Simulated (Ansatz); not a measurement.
Ta$_{2}$O$_{5}$:
```
CELL_PARAMETERS angstrom
      3.83858     0.00000     0.00000
      0.00000     3.85726     0.00000
     -1.91721     0.00000     6.51428
ATOMIC_POSITIONS crystal
  Ta 0.64583 0.00000 0.79157
  Ta 0.35417 0.00000 0.20843
  O  0.64975 0.50000 0.79895
  O  0.35025 0.50000 0.20105
  O  0.18518 0.00000 0.87020
  O  0.81482 0.00000 0.12980
  O  0.50000 0.00000 0.50000
```

Relaxed with r²SCAN.

### Question
Give the Bader charges and basin volumes of the independent atoms, r²SCAN (plane waves, PAW; program Ansatz).

### Answer


| atom | Bader charge (e) | Bader volume (Å³) |
|---|---|---|
| Ta1 | +3.08 | 9.3 |
| O3 | -1.20 | 15.5 |
| O5 | -1.28 | 13.4 |
| O7 | -1.20 | 17.7 |

Space group Cmmm. The workflow started from a Materials Project entry (that database holds measured and hypothetical structures alike); the Crystallography Open Database copy checked does not list it. COD files the formula under space group No. 49. Its standing as an ambient phase is unchecked. The r²SCAN relaxation kept the symmetry of its start; phonons show weakly imaginary modes. No spin polarisation was allowed. Spin–orbit coupling is left out wherever it is not named.

Potentials: the earlier of the program's two PAW sets.
